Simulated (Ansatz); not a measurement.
As:
```yaml
crystal:
  lattice:
    - [1.85571, -5.37357, 0.00000]
    - [1.85571, 5.37357, 0.00000]
    - [0.00000, 0.00000, 4.23416]
  atoms:
    - { symbol: As, position: [0.11267, 0.88733, 0.05467] }
    - { symbol: As, position: [0.88733, 0.11267, 0.94533] }
    - { symbol: As, position: [0.38733, 0.61267, 0.55467] }
    - { symbol: As, position: [0.61267, 0.38733, 0.44533] }
```

Relaxed with LDA. Special points in fractions of this cell's reciprocal vectors: Γ (0.000, 0.000, 0.000); Y (-0.500, 0.500, 0.000); C0 (-0.280, 0.720, 0.000); Σ0 (0.280, 0.280, 0.000); Z (0.000, 0.000, 0.500); A0 (0.280, 0.280, 0.500); E0 (-0.280, 0.720, 0.500); T (-0.500, 0.500, 0.500); S (0.000, 0.500, 0.000); R (0.000, 0.500, 0.500).

Question: List the band energies nearest the Fermi level at these points for LDA in the plane-wave PAW code Ansatz.

Answer: In eV from the Fermi level; about four levels below and three above (degenerate sets whole), none deeper than 8.9 eV; points with the same levels are listed once.

```json
[
 {"k": "Γ", "below": "-3.38 -2.31 -2.02 -0.84", "above": "1.97 2.48 2.52"},
 {"k": "Y", "below": "-3.86 -1.72 -1.50 -0.53", "above": "0.03 2.00 2.36"},
 {"k": "C0", "below": "-2.52 -2.46 -2.12 -1.75", "above": "0.61 0.66 0.76"},
 {"k": "Z", "below": "-2.13 -2.13 -0.53 -0.53", "above": "0.84 0.84 1.62 1.62"},
 {"k": "A0", "below": "-4.03 -4.03 -2.00 -2.00", "above": "2.37 2.37 4.98 4.98"},
 {"k": "T", "below": "-1.69 -1.69 -1.12 -1.12", "above": "1.42 1.42 1.86 1.86"},
 {"k": "S", "below": "-2.36 -2.36 -2.11 -2.11", "above": "0.81 0.81 1.28 1.28"},
 {"k": "R", "below": "-4.83 -4.83 -1.85 -1.85", "above": "1.96 1.96 5.39 5.39"}
]
```

Space group Cmce. The first step of the workflow began from a Materials Project structure, measured or hypothetical; the Crystallography Open Database files this formula in space group No. 64, but the cells were not matched. It is not the phase usual at ambient conditions (space group No. 166). The LDA relaxation kept the symmetry of its start; whether a distortion lowers the energy is not shown. A crystal of weakly bound layers computed without a dispersion correction: the cell and the soft elastic constants depend strongly on that. Spin–orbit coupling is left out wherever it is not named.

Potentials: the later of the program's two PAW sets.
